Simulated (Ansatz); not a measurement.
Hf₂S:
```yaml
crystal:
  lattice:
    - [3.31926, 0.00000, 0.00000]
    - [-1.65963, 2.87456, 0.00000]
    - [0.00000, 0.00000, 11.56244]
  atoms:
    - { symbol: Hf, position: [0.66667, 0.33333, 0.89876] }
    - { symbol: Hf, position: [0.33333, 0.66667, 0.10124] }
    - { symbol: Hf, position: [0.33333, 0.66667, 0.39876] }
    - { symbol: Hf, position: [0.66667, 0.33333, 0.60124] }
    - { symbol: S, position: [0.00000, 0.00000, 0.75000] }
    - { symbol: S, position: [0.00000, 0.00000, 0.25000] }
```

Relaxed with LDA. Special points in fractions of this cell's reciprocal vectors: Γ (0.000, 0.000, 0.000); M (0.500, 0.000, 0.000); K (0.333, 0.333, 0.000); A (0.000, 0.000, 0.500); L (0.500, 0.000, 0.500); H (0.333, 0.333, 0.500).

**Question.** List the band energies nearest the Fermi level at these points for LDA (plane waves, PAW; program Ansatz).

**Answer.** In eV from the Fermi level; about four levels below and three above (degenerate sets whole), none deeper than 8.9 eV; points with the same levels are listed once.

```
k                                below                above
-  -----------------------------------  -------------------
Γ              -3.15 -1.38 -0.14 -0.02  0.42 0.42 0.51 0.51
M              -1.30 -1.14 -0.66 -0.54       0.85 1.01 2.70
K              -1.10 -1.10 -0.85 -0.85       0.11 0.11 1.91
A  -3.38 -3.38 -3.38 -3.38 -1.11 -1.11  0.35 0.35 0.35 0.35
L              -1.77 -1.77 -0.88 -0.88  0.31 0.31 1.45 1.45
H              -1.21 -1.21 -0.70 -0.70  0.15 0.15 2.26 2.26
```

Space group P6_3/mmc. The workflow started from a Materials Project entry (that database holds measured and hypothetical structures alike); the Crystallography Open Database copy checked does not list it. Its standing as an ambient phase is unchecked. The LDA relaxation kept the symmetry of its start; of distortions, only those at the zone centre were tested. The run is not spin-polarised. Spin–orbit coupling is left out wherever it is not named.

Potentials: the later of the program's two PAW sets.
